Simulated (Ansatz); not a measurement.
Te$_{2}$Mo:
```
Te2Mo
1.0
    3.46684     0.00000     0.00000
   -1.73342     3.00237     0.00000
    0.00000     0.00000    33.00000
Te Mo
2 1
Cartesian
  0.00000   2.00158  18.29476
  0.00000   2.00158  14.70524
  0.00000   0.00000  16.50000
```
The layer is periodic in x and y and isolated along z.

Relaxed with LDA.

Task: Tabulate the total density of states from LDA in the plane-wave PAW code Ansatz.

Result: States/eV per cell of 3 atoms, means over 0.25 eV bins, energy of the bin centre from the valence-band maximum.

| E (eV) | total |
|---|---|
| -7.85 | 0.00 |
| -7.60 | 0.00 |
| -7.35 | 0.00 |
| -7.10 | 0.00 |
| -6.85 | 0.00 |
| -6.60 | 0.00 |
| -6.35 | 0.00 |
| -6.10 | 0.00 |
| -5.85 | 0.00 |
| -5.60 | 0.41 |
| -5.35 | 0.83 |
| -5.10 | 1.30 |
| -4.85 | 2.35 |
| -4.60 | 3.66 |
| -4.35 | 2.85 |
| -4.10 | 0.70 |
| -3.85 | 0.67 |
| -3.60 | 1.46 |
| -3.35 | 5.18 |
| -3.10 | 1.84 |
| -2.85 | 3.07 |
| -2.60 | 2.60 |
| -2.35 | 2.79 |
| -2.10 | 1.98 |
| -1.85 | 1.68 |
| -1.60 | 4.78 |
| -1.35 | 3.59 |
| -1.10 | 3.34 |
| -0.85 | 2.49 |
| -0.60 | 3.71 |
| -0.35 | 2.77 |
| -0.10 | 1.93 |
| 0.15 | 0.00 |
| 0.40 | 0.00 |
| 0.65 | 0.00 |
| 0.90 | 0.00 |
| 1.15 | 0.05 |
| 1.40 | 4.03 |
| 1.65 | 2.85 |
| 1.90 | 4.74 |
| 2.15 | 4.04 |
| 2.40 | 3.10 |
| 2.65 | 1.93 |
| 2.90 | 1.30 |
| 3.15 | 1.07 |
| 3.40 | 1.20 |
| 3.65 | 5.00 |
| 3.90 | 1.90 |
| 4.15 | 0.92 |
| 4.40 | 0.88 |
| 4.65 | 1.27 |
| 4.90 | 1.77 |

Space group P-6m2 (1H). A layer that has been made, often on a substrate. The cell was relaxed with LDA under the symmetry of its start; its stability against distortions is not shown here. No spin polarisation was allowed. Spin–orbit coupling is left out wherever it is not named.

Potentials: the later of the program's two PAW sets.
